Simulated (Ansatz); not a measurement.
The cell below belongs to a search over invented structures; it isn't taken from experiment.

Input and command of a plane-wave DFT calculation in Ansatz:

```yaml
crystal:
  lattice:
    - [5.45481399, 0.0, 0.0]
    - [-2.72740699, 4.72400748, 0.0]
    - [0.0, 0.0, 10.4711882]
  atoms:
    - { symbol: Ca, position: [0.33333333, 0.66666667, 0.5] }
    - { symbol: Ca, position: [0.66666667, 0.33333333, 0.5] }
    - { symbol: Zr, position: [0.0, 0.0, 0.0] }
    - { symbol: Zr, position: [0.0, 0.0, 0.5] }
    - { symbol: Sn, position: [0.5, 0.0, 0.0] }
    - { symbol: Sn, position: [0.0, 0.5, 0.0] }
    - { symbol: Sn, position: [0.5, 0.5, 0.0] }
    - { symbol: Te, position: [0.0, 0.0, 0.73684336] }
    - { symbol: Te, position: [0.0, 0.0, 0.26315664] }
basis:
  ecutwfc: 420
kpoints:
  mp_grid: { grid: [4, 4, 2] }
hamiltonian:
  xc: pbe
scf:
  occupations: { method: gaussian, width: 0.2 }
  lower_state_search: "off"
output:
  forces: true
  stress: true
  eigenvalues: true
relax:
  adjacent_minimum: "off"
  f_tol: 0.08
  max_steps: 16
  cell: { stress_tol: 0.8 }
```

```bash
ansatz run input.yaml --threads 1 --pin off --max-ram 2560MiB --backend cpu --events-out ev --progress --plain --runs-dir out
```

Processor: Arm Neoverse V1, 1 thread, on a host shared with other jobs.

How long does it run, and how much memory does it take?

About 65 s, peak memory 0.67 GiB. It solves 71 bands at 8 k points (after reduction by symmetry) with about 6895 plane waves (on the last cell), in 38 SCF iterations over 5 ionic steps.
